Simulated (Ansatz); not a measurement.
Clean, relaxed (110) surface of Al2Cu, space group I4/mcm (No. 140) (top face towards +c; atoms held fixed, by place in the list: 1, 2, 3, 4):

```
CELL_PARAMETERS angstrom
4.82785 0.00000 0.00000
-2.41392 4.23776 0.00000
0.00000 0.00000 22.77488
ATOMIC_POSITIONS crystal
Al 0.75000 0.50000 0.37322
Cu 0.75000 0.00000 0.40696
Cu 0.25000 0.00000 0.40696
Al 0.25000 0.50000 0.44071
Al 0.90876 0.81752 0.49856
Al 0.59124 0.18248 0.49856
Al 0.25000 0.50000 0.56224
Cu 0.25000 0.00000 0.59169
Cu 0.75000 0.00000 0.59169
Al 0.75000 0.50000 0.61569
```

The calculation used Ansatz, DFT PBEsol, scalar-relativistic, plane waves, PAW. Settings: cutoff 420 eV, Γ-centred mesh 7×7×1 on the computed 10-atom cell, Gaussian smearing of 0.10 eV; no spin polarisation. A dipole correction removes the field between periodic images along c.

The adsorption energy is E(slab + adsorbate) − E(slab) − E(free adsorbate, spin-polarised where open-shell). With the adsorbate the cell is lengthened along c to keep the vacuum.

Q: F (atom) is put at the hollow (Cu-Cu-Al) at (0.92, 0.83) site, one adsorbate per 20.5 Å². What structure does it relax to?

A: E_ads = -5.34 eV. Contacts: F–Al 1.65 Å.

```yaml
crystal:
  lattice:
    - [4.82785, 0.00000, 0.00000]
    - [-2.41392, 4.23776, 0.00000]
    - [0.00000, 0.00000, 24.77488]
  atoms:
    - { symbol: Al, position: [0.75000, 0.50000, 0.34309] }
    - { symbol: Cu, position: [0.75000, 0.00000, 0.37411] }
    - { symbol: Cu, position: [0.25000, 0.00000, 0.37411] }
    - { symbol: Al, position: [0.25000, 0.50000, 0.40513] }
    - { symbol: Al, position: [0.90857, 0.81715, 0.45810] }
    - { symbol: Al, position: [0.59160, 0.18320, 0.45808] }
    - { symbol: Al, position: [0.25022, 0.50045, 0.52083] }
    - { symbol: Cu, position: [0.25019, 0.00043, 0.54200] }
    - { symbol: Cu, position: [0.75023, 0.00043, 0.54200] }
    - { symbol: Al, position: [0.75019, 0.50039, 0.58050] }
    - { symbol: F, position: [0.74990, 0.49980, 0.64710] }
```

Each end is the local minimum or symmetric point that its start leads to. The slab is only 5.8 Å thick, so the energies aren't converged with thickness.

Spin polarisation was left out, and a magnetic state may lie lower.

Cost: 4 runs of about 39 core-minutes in all, on AMD EPYC 7R43 (Zen 3) (shared hosts).